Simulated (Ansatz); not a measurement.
This cell of ZnCu (CsCl type) is off equilibrium:

```
CELL_PARAMETERS angstrom
      2.91880     0.00000     0.00000
      0.00000     2.91880     0.00000
      0.00000     0.00000     2.91880
ATOMIC_POSITIONS crystal
  Zn 0.00000 0.00000 0.96893
  Cu 0.50000 0.50000 0.53198
```

These are r2SCAN (plane waves to 500 eV, PAW, scalar-relativistic; Ansatz, an electronic-structure program) values and carry that method's errors. k mesh 16×16×16 (Γ-centred), Fermi-Dirac smearing 0.05 eV. Stress and pressure are positive under compression. With partly filled bands, energies and forces of such displacements shift with the k mesh and the smearing. ZnCu is run without spin polarisation. ZnCu was relaxed with its symmetry unable to fall.

### Question
Predict the force on every atom, in eV/Å.

### Answer
```csv
atom,Fx,Fy,Fz
Zn1,0.000,0.000,0.935
Cu2,0.000,0.000,-0.935
```

### Question
What is the stress tensor (GPa)?

### Answer
```
    2.8      0.0      0.0
    0.0      2.8      0.0
    0.0      0.0      0.6
```
The pressure, a third of the trace, is 2.1 GPa.

(For displaced atoms, the force is minus the slope of the energy, and its curvature is a force constant, which sets phonon frequencies.)
